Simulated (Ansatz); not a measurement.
**MgS: modes and screening against the lattice constant**

Method: Ansatz, DFT r2SCAN+D3(BJ), scalar-relativistic, plane waves, PAW. Plane waves to 500 eV; Γ-centred k mesh 8×8×8; fixed occupations. No spin polarisation. Phonons by linear response, acoustic sum rule imposed.

The cell is fixed (symmetry leaves no force on the atoms) and stands under 3.5 GPa:
Space group F-43m (No. 216). a = 5.539 Å, b = 5.539 Å, c = 5.539 Å, α = 90.00°, β = 90.00°, γ = 90.00°
```
atom site symmetry x y z
  Mg    4a      -43m  0.0000  0.0000  0.0000
   S    4d      -43m  0.2500  0.2500  0.7500
```

The cell is the ideal cubic zincblende prototype; this isn't the usual structure of the compound.

Question: How do the optical zone-centre modes (counted from the lowest optical one, degenerate ones once; i marks imaginary ones; without the LO field) and the screening change over a = 5.539 and 5.635 Å?

Answer:
```tsv
a (Å)	5.539	5.635
pressure (GPa)	3.5	-0.1
gap on the mesh (eV)	4.27	4.22
ε∞	3.79	3.77
ε0	5.9	6.2
mode 1 (cm⁻¹)	372	344
```

Cost: 2 runs of about 11 core-minutes in all, on Intel Xeon Processor @ 2.50GHz (Skylake/Cascade Lake) (shared hosts).